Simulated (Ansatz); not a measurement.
A geometry of TiO2 away from equilibrium: step 2 of the relaxation of a relaxed TiO2 cell, doubled along one cell vector, shaken by Gaussian noise of σ = 0.08 Å a coordinate. Level of theory: r2SCAN (plane waves to 500 eV, PAW, scalar-relativistic; Ansatz, an electronic-structure program). Γ-centred k-mesh 9×5×3 on the run's cell (coarser than for final values), Fermi–Dirac smearing 0.05 eV.

```xyz
12
Lattice="2.8853 0.0174 -0.0040 -2.8551 4.8984 -0.0025 -0.0138 -0.0129 9.9271" Properties=species:S:1:pos:R:3:forces:R:3 pbc="T T T" free_energy=-14576.946 pressure_GPa=2.5
Ti     0.0156     1.6508     7.4747   -0.3664   -1.5512   -0.3520
Ti    -1.4092     4.0793     7.4947   -0.5774    0.8375   -0.4514
Ti     1.3853     0.7829     2.5309    1.0926    0.1667    0.2431
Ti     0.0140     3.2753     2.5048   -0.7571   -1.6577    0.3462
O      0.0495     1.5552     1.4227   -0.9194    0.8668   -0.7023
O     -1.6155     4.0640     1.3832    0.4908    0.1316    0.2823
O      1.4790     0.7934     6.3249    0.4437   -0.3616    1.2786
O      0.0698     3.2235     6.3992    0.5811    0.4997   -1.4024
O      1.3637     0.8988     8.6409    0.0324   -0.5204   -1.1726
O     -0.0729     3.2359     8.5310   -0.1066    1.0869    2.0976
O      0.0664     1.5616     3.6126   -0.3008    0.2828    0.8154
O     -1.4382     3.9886     3.6696    0.3873    0.2188   -0.9825
```

Positions in Å, forces in eV/Å, free energy of the cell in eV (comparable only within this code, potentials and settings). Largest force: 2.36 eV/Å, on O10 (atoms numbered as listed); the geometry lies 0.53 eV/atom above the end of its relaxation.

No spin polarisation in the result. No dispersion correction is included, so spacings between layers, chains or molecules are soft and tend to come out too large.

The end of the path is a generated cell of TiO2: the first start was made by placing the elements on the sites of a structure type, and the end was not matched to a known phase here, so it may be hypothetical. Known forms of TiO2 include space group No. 61, 136, 141.
